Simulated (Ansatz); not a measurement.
**TiO2 — field gradients at the nuclei**

The cell is an entry of the Crystallography Open Database (COD).

Space group Pbca (No. 61); a = 5.1450, b = 9.1850, c = 5.4470 Å.

```
site  Wyckoff  site symmetry       x       y       z
  Ti       8c              1  0.1270  0.1270  0.8870
  O9       8c              1  0.4650  0.2300  0.8950
 O17       8c              1  0.8200  0.0100  0.8450
```

One atom of each set is listed.

Level of theory: DFT, PBE, plane waves and PAW, scalar-relativistic, 420 eV cutoff, Γ-centred 5×3×5 k-points, Fermi–Dirac smearing 0.02 eV (Ansatz 0.2.0).

C_Q = eQV_zz/h, which is 24.18 MHz for Q = 1 b and V_zz = 10²¹ V/m²; η = (V_xx − V_yy)/V_zz. ν_Q = 3|C_Q|/[2I(2I − 1)].

47Ti: I = 5/2, Q = 302.0 mb; O-17: I = 5/2, Q = -25.58 mb. Q values from Pyykkö, Mol. Phys. 116, 1328 (2018).

```tsv
site	atoms	first shell	C_Q (MHz)	η	ν_Q (MHz)
Ti	8	6 O at 1.92–1.99 Å	10.0	0.19	1.51
O9	8	3 Ti at 1.96–1.99 Å	-1.49	0.73	0.223
O17	8	3 Ti at 1.92–1.95 Å	-1.30	0.47	0.196
```

At this cell the PBE pressure is 5 GPa, so with PBE the cell would grow if it were relaxed. The largest force is 0.8 eV/Å, so the atoms aren't at the calculated equilibrium and relaxing them would move these values.
